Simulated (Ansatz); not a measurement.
The relaxed structure here is a generated cell of ZnCu2SnS4: the first start was made by a random draw of sites in a space group, and the end was not matched to a known phase here, so it may be hypothetical. Known forms of ZnCu2SnS4 include space group No. 82.

One starting cell of ZnCu2SnS4 (a randomly generated symmetric cell of ZnCu2SnS4 (space group No. 119)) was relaxed twice with Ansatz (plane waves, PAW, scalar-relativistic): with r2SCAN at 500 eV and with PBE at 420 eV. The r2SCAN result:

```
ZnCu2SnS4
1.0
   -2.62681     2.62681     5.13878
    2.62681    -2.62681     5.13878
    2.62681     2.62681    -5.13878
Cu S Sn Zn
2 4 1 1
Cartesian
  2.62681   0.00000   0.18328
  2.62681   0.00000   4.95550
  0.00000   0.00000   5.13878
  0.00000   0.00000   8.03585
  0.00000   0.00000   2.24172
  2.62681   0.00000   2.56939
  0.00000   2.62681   2.56939
  0.00000   0.00000   0.00000
```

```csv
quantity,r2SCAN,PBE
space group,I-4m2,I-4m2
volume (Å³/atom),17.73,?
a (Å),5.254,?
c (Å),10.278,?
"gap (eV, no spin-orbit coupling)",0.00,?
```

Fill in the PBE column.


- volume (Å³/atom), PBE: 18.08
- a (Å), PBE: 5.414
- c (Å), PBE: 9.868
- gap (eV, no spin-orbit coupling), PBE: 0.00

Both levels end in the same structure; PBE's volume is 2.0 % larger. Neither column is exact.

No spin polarisation in the result.

The run could not lower the symmetry of its start; a shaken copy of this end point relaxes with r2SCAN to P1 (No. 1), 0.60 eV/atom lower.

Ansatz is a first-principles code.
